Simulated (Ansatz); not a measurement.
BN:
```yaml
crystal:
  lattice:
    - [2.52881, 0.00000, 0.00000]
    - [-1.26440, 2.19001, 0.00000]
    - [0.00000, 0.00000, 12.44325]
  atoms:
    - { symbol: B, position: [0.00000, 0.00000, 0.00007] }
    - { symbol: B, position: [0.00000, 0.00000, 0.50007] }
    - { symbol: B, position: [0.66667, 0.33333, 0.83265] }
    - { symbol: B, position: [0.33333, 0.66667, 0.33265] }
    - { symbol: B, position: [0.66667, 0.33333, 0.16656] }
    - { symbol: B, position: [0.33333, 0.66667, 0.66656] }
    - { symbol: N, position: [0.00000, 0.00000, 0.87440] }
    - { symbol: N, position: [0.00000, 0.00000, 0.37440] }
    - { symbol: N, position: [0.66667, 0.33333, 0.70808] }
    - { symbol: N, position: [0.33333, 0.66667, 0.20808] }
    - { symbol: N, position: [0.66667, 0.33333, 0.04194] }
    - { symbol: N, position: [0.33333, 0.66667, 0.54194] }
```

Relaxed with LDA. Special points in fractions of this cell's reciprocal vectors: Γ (0.000, 0.000, 0.000); M (0.500, 0.000, 0.000); K (0.333, 0.333, 0.000); A (0.000, 0.000, 0.500); L (0.500, 0.000, 0.500); H (0.333, 0.333, 0.500).

Q: List the band energies nearest the valence-band maximum at these points for LDA (plane waves, PAW; program Ansatz).

A: In eV from the valence-band maximum; about four levels below and three above (degenerate sets whole), none deeper than 8.9 eV; points with the same levels are listed once.

| k | below | above |
|---|---|---|
| Γ | -0.60 -0.60 -0.10 0.00 0.00 | 8.66 8.66 8.79 |
| M | -3.05 -3.01 -2.65 -2.06 | 5.14 5.52 6.98 |
| K | -4.67 -3.65 -3.48 -3.48 | 7.01 7.01 7.73 |
| A | -0.19 -0.19 -0.19 -0.19 | 8.90 8.90 8.90 8.90 |
| L | -2.80 -2.80 -2.35 -2.35 | 5.29 5.29 7.22 7.22 |
| H | -4.08 -4.08 -3.65 -3.65 | 7.14 7.14 8.39 8.39 |

Space group P6_3mc. A made-up cell: these elements were put on the sites of a structure type. Its sites differ from those of the usual phase in this space group: another stacking or structure type. The cell was relaxed with LDA under the symmetry of its start; phonons on a q-mesh show no instability.

Potentials: the later of the program's two PAW sets.
